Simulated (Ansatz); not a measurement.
AlAs:
```
AlAs
1.0
    3.73685     0.00000     0.00000
   -1.86843     3.23621     0.00000
    0.00000     0.00000     3.21838
Al As
1 1
Direct
  0.00000   0.00000   0.00000
  0.66667   0.33333   0.50000
```

Relaxed with PBE. Special points in fractions of this cell's reciprocal vectors: Γ (0.000, 0.000, 0.000); M (0.500, 0.000, 0.000); K (0.333, 0.333, 0.000); A (0.000, 0.000, 0.500); L (0.500, 0.000, 0.500); H (0.333, 0.333, 0.500).

### Question
List the band energies nearest the Fermi level at these points for the program Ansatz at the PBE level (PAW).

### Answer
In eV from the Fermi level; about four levels below and three above (degenerate sets whole), none deeper than 8.9 eV; points with the same levels are listed once.

```tsv
k	below	above
Γ	-1.02 -1.02	0.01 0.16 3.79 3.79
M	-7.38 -2.63	0.42 1.44 5.90
K	-7.05 -5.19	1.69 5.49 5.86
A	-7.73	0.81 0.81 3.42
L	-5.54 -4.73 -2.62 -0.55	2.80 3.66 4.33
H	-4.40 -2.68 -2.34 -0.40	7.81 9.49 10.24
```

Space group P-6m2. The cell is a constructed one: a structure type filled with these elements; neither database checked (COD, Materials Project) lists it. It is not the phase usual at ambient conditions (space group No. 216). The PBE relaxation kept the symmetry of its start; its stability against distortions is not shown here. Scalar-relativistic: spin–orbit coupling is off unless named, which matters more the heavier the elements.

Potentials: the later of the program's two PAW sets.
